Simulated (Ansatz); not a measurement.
Several occupations of a rock salt lattice at one composition, 2 V, 8 Al; 10 N. Sites, in fractions of the cell 1.895 1.895 3.790; -1.895 -1.895 3.790; 5.685 -3.790 1.895 Å:

| cell | sites |
| --- | --- |
| all | Al (0.00 0.00 0.00), Al (0.10 0.50 0.80), Al (0.30 0.50 0.40), Al (0.40 0.00 0.20), Al (0.50 0.50 0.00), Al (0.80 0.00 0.40), N (0.05 0.25 0.40), N (0.15 0.75 0.20), N (0.25 0.25 0.00), N (0.35 0.75 0.80), N (0.45 0.25 0.60), N (0.55 0.75 0.40), N (0.65 0.25 0.20), N (0.75 0.75 0.00), N (0.85 0.25 0.80), N (0.95 0.75 0.60) |
| 1 | Al (0.70 0.50 0.60), Al (0.90 0.50 0.20), V (0.20 0.00 0.60), V (0.60 0.00 0.80) |
| 2 | Al (0.20 0.00 0.60), Al (0.70 0.50 0.60), V (0.60 0.00 0.80), V (0.90 0.50 0.20) |
| 3 | Al (0.60 0.00 0.80), Al (0.90 0.50 0.20), V (0.20 0.00 0.60), V (0.70 0.50 0.60) |

Each was relaxed without symmetry on coarser meshes and computed once more. Computed with DFT PBE, scalar-relativistic, plane waves, PAW (Ansatz).

Cutoff 420 eV; k points 8×7×5 on the computed 20-atom cell (Γ-centred); Gaussian smearing, width 0.10 eV; no spin polarisation.

Warren–Cowley parameters of the first shell of the sublattice with most elements (negative: unlike neighbours preferred):
| cell | Al-V |
| --- | --- |
| 1 | -0.04 |
| 2 | -0.25 |
| 3 | -0.04 |

Forces of up to 0.10 eV/Å remain on the final mesh.

Problem. Which occupation is lowest in energy, and by how much?

Solution. Cells 3, 1 are lowest, within 8 meV/atom of each other and so too close to rank here.
```tsv
cell	E − E(lowest) (meV/atom)	V (Å³/atom)
3	0.0	8.55
1	2.6	8.55
2	44.9	8.58
```

The final mesh leaves forces up to 0.10 eV/Å and stresses up to 0.5 GPa: the relaxation ran on a coarser mesh, so the cell's shape, its bonds and its energy belong partly to that mesh.

Spin polarisation was left out, and a magnetic state may lie lower.

Cost: 6 runs of about 33 core-minutes in all (earlier runs that led there not counted), on Intel Xeon Processor @ 2.50GHz (Skylake/Cascade Lake) (shared hosts).